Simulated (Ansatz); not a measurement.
**CsCl-type LuC**

Level of theory: DFT, PBEsol, scalar-relativistic, no spin polarisation; plane waves to 420 eV with PAW datasets (Ansatz 0.2.0), 10×10×10 k-mesh, Gaussian smearing of 0.05 eV. The datasets are Ansatz's generated set soft_2.

```cif
data_structure
_symmetry_space_group_name_H-M 'Pm-3m'
_symmetry_Int_Tables_number 221
_cell_length_a 2.9783
_cell_length_b 2.9783
_cell_length_c 2.9783
_cell_angle_alpha 90.000
_cell_angle_beta 90.000
_cell_angle_gamma 90.000
_cell_volume 26.42
loop_
_atom_site_label
_atom_site_type_symbol
_atom_site_symmetry_multiplicity
_atom_site_Wyckoff_symbol
_atom_site_fract_x
_atom_site_fract_y
_atom_site_fract_z
_atom_site_occupancy
Lu1 Lu 1 a 0.00000 0.00000 0.00000 1
C1 C 1 b 0.50000 0.50000 0.50000 1
```

The cell came from substitution into a structure type; whether the compound takes it is for experiment to say.

The cell is relaxed to zero pressure at this level.

The run used a cell of 2 atoms; the mesh refers to it.

```
Volume                                                : 13.21 Å³/atom
Formation energy from the elements (0 K, uncorrected) : 0.45 eV/atom (unstable against the elements)
```

Q: What does PBEsol give for the bulk modulus (Birch–Murnaghan)?

A: 144 GPa.

Q: Fill in the f electrons (orthogonalised atomic orbitals) (PBEsol).

A: Lu 13.97.

Q: Fill in the band gap (PBEsol).

A: zero (metallic).

The calculation's cell holds 29 valence electrons, an odd number. Without magnetic order each band takes two, so one stays part-filled and the crystal must be a metal. (Only strong correlation, outside this picture, could make a Mott insulator of it.)

No spin–orbit coupling, a notable omission for heavy elements. Spin polarisation wasn't tried.
